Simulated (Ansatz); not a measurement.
Si₂Ni (fluorite or antifluorite type, space group No. 225) at seven volumes, DFT-r²SCAN in the program Ansatz with PAW potentials, scaled uniformly. One row is withheld.

| V (Å³/atom) | P (GPa) |
|---|---|
| 11.838 | 19.39 |
| 12.228 | ? |
| 12.618 | 5.34 |
| 13.008 | 0.00 |
| 13.399 | -4.53 |
| 13.789 | -8.23 |
| 14.179 | -11.39 |

Question: Fit the shown pressures and predict the withheld one.

Answer: P = (3/2)B₀(x^(7/2) − x^(5/2))[1 + (3/4)(B′ − 4)(x − 1)] with x = (V₀/V)^(2/3). Least squares on the six rows gives V₀ = 13.007 Å³/atom, B₀ = 163 GPa, B′ = 4.93. At V = 12.228, x = 1.0420 and P = 11.73 GPa. The run itself gave 11.70 GPa.

Space group Fm-3m (fluorite or antifluorite type). The r²SCAN relaxation kept the symmetry of its start. The workflow began spin-polarised and lost its moments.

Potentials: the later of the program's two PAW sets.
